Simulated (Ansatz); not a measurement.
A geometry of Bi₂Se₃ away from equilibrium: step 2 of the relaxation of a relaxed Bi2Se3 cell stretched uniformly to 150 % of its volume. Computed with PBE (plane waves to 420 eV, PAW, scalar-relativistic; Ansatz, an electronic-structure program). Γ-centred k-mesh 6×6×6 on the run's cell (coarser than for final values), Fermi–Dirac smearing 0.05 eV. The plane waves were selected for a different cell earlier on the path.

```xyz
5
Lattice="2.3013 1.3287 11.5532 -2.3013 1.3287 11.5532 0.0000 -2.6573 11.5532" Properties=species:S:1:pos:R:3 pbc="T T T"
Bi     0.0000     0.0000    13.6988
Bi     0.0000     0.0000    20.9609
Se     0.0000     0.0000     0.0000
Se     0.0000     0.0000     7.8634
Se     0.0000     0.0000    26.7963
```

Problem. What forces act on the atoms (eV/Å)?

Solution. 
```csv
atom,Fx,Fy,Fz
Bi1,0.00,0.00,-0.06
Bi2,0.00,0.00,0.06
Se3,0.00,0.00,0.00
Se4,0.00,0.00,0.90
Se5,0.00,0.00,-0.90
```

The path ends in R-3m (No. 166) (AFLOW prototype A2B3_hR5_166_c_ac (C33, as in Bi2Te3)). No spin polarisation in the result.

The run could not lose the symmetry of its start.
